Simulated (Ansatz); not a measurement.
# EuSn₃ (AuCu3-type structure)

Computed with Ansatz (plane waves, PAW, 420 eV cutoff): PBEsol, scalar-relativistic, collinear spin, 6×6×6 k-mesh, Gaussian smearing of 0.05 eV; PAW files: Ansatz's generated set soft_2.

```
Eu Sn
1.0
     4.67962    0.00000    0.00000
     0.00000    4.67962    0.00000
     0.00000    0.00000    4.67962
Eu Sn
1 3
Direct
  0.00000 0.00000 0.00000
  0.00000 0.50000 0.50000
  0.50000 0.50000 0.00000
  0.50000 0.00000 0.50000
```

The cell came from substitution into a structure type; whether the compound takes it is for experiment to say.

Magnetic state: ferromagnetic, site spin moments Eu 6.70 μB.

The cell above was scaled in volume, its shape and atoms being fixed by the lattice's symmetry. Energies are counted from the cell above.

The cell is relaxed to zero pressure at this level.

| V (Å³/atom) | ΔE (meV/atom) | P (GPa) | largest moment (μB) |
| --- | --- | --- | --- |
| 24.59 | ? | ? | ? |
| 25.11 | 2.2 | 1.3 | 6.69 |
| 25.62 | 0.0 | 0.1 | 6.70 |
| 26.13 | 1.4 | -1.0 | 6.70 |
| 26.64 | 6.0 | -1.9 | 6.71 |

Task: Fill in the withheld row.

Result: ΔE (meV/atom): 8.5, P (GPa): 2.6, largest moment (μB): 6.68.

Task: What do the points give for the equilibrium volume, the bulk modulus and its pressure derivative (third-order Birch–Murnaghan)?

Result: V0 = 25.67 Å³/atom, B0 = 56 GPa, B0′ = 4.4.

B0·V0 = 55.9 GPa × 25.67 Å³ = 8.96 eV/atom sets the scale: near the minimum ΔE ≈ ½ B0 V0 x², with x = V/V0 − 1, and a pressure of 0.6 GPa squeezes the volume by about 1 %. At the ends of the curve: x = −4.2 % predicts 7.9 meV/atom and the run gives 8.5; x = +3.8 % predicts 6.4 meV/atom and the run gives 6.0. The lopsidedness is anharmonic: atoms resist being pushed together more than being pulled apart.

Without a U the 4f levels of Eu lie too near the Fermi level, so their share of the states there, and what hangs on it, is overstated. No spin–orbit coupling, a notable omission for heavy elements. The run wasn't fully tested for a lower electronic state. Site moments are of spin, integrated over atomic spheres. No antiparallel order was tried. The run is a metal.
